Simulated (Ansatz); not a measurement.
**Profile along the C–Hf line in HfC (rock salt)**

HfC (rock salt)

```xyz
2
Lattice="0.0000 2.3258 2.3258 2.3258 0.0000 2.3258 2.3258 2.3258 0.0000" Properties=species:S:1:pos:R:3 pbc="T T T"
C      0.0000     0.0000     0.0000
Hf     2.3258     2.3258     2.3258
```

Fields along a shortest C–Hf line of a {100} plane (2.33 Å), from C to Hf, interpolated on the slice's grid (step about 0.1 Å). Calculation: PBE (plane waves to 420 eV, PAW, scalar-relativistic; Ansatz, a program for electronic structure). k mesh 17×17×17. These are valence fields of a PAW run, semicore shells included where kept as valence: close to a nucleus they are smooth pseudo fields. HfC is run without spin polarisation. HfC was relaxed with its symmetry unable to fall. Spin-orbit coupling is left out, though Hf is heavy.

| distance from C (Å) | valence electron density (e/Å³) | electron localisation function |
|---|---|---|
| 0.00 | 1.66 | x |
| 0.12 | 1.69 | x |
| 0.23 | 1.73 | x |
| 0.35 | 1.66 | x |
| 0.47 | 1.47 | x |
| 0.58 | 1.20 | 0.75 |
| 0.70 | 0.94 | 0.79 |
| 0.82 | 0.72 | 0.75 |
| 0.93 | 0.57 | 0.61 |
| 1.05 | 0.49 | 0.39 |
| 1.17 | 0.49 | 0.23 |
| 1.28 | 0.65 | 0.22 |
| 1.40 | 1.13 | 0.34 |
| 1.51 | 2.25 | 0.56 |
| 1.63 | 4.49 | 0.73 |
| 1.75 | 8.33 | 0.82 |
| 1.86 | 14.00 | x |
| 1.98 | 21.01 | x |
| 2.10 | 28.09 | x |
| 2.21 | 33.45 | x |
| 2.33 | 35.46 | x |

x: too close to a nucleus for the ELF to mean much.

Density on the C–Hf line (2.33 Å) at its density minimum, 1.1 Å from C: 0.48 e/Å³. ELF at that point: 0.3.
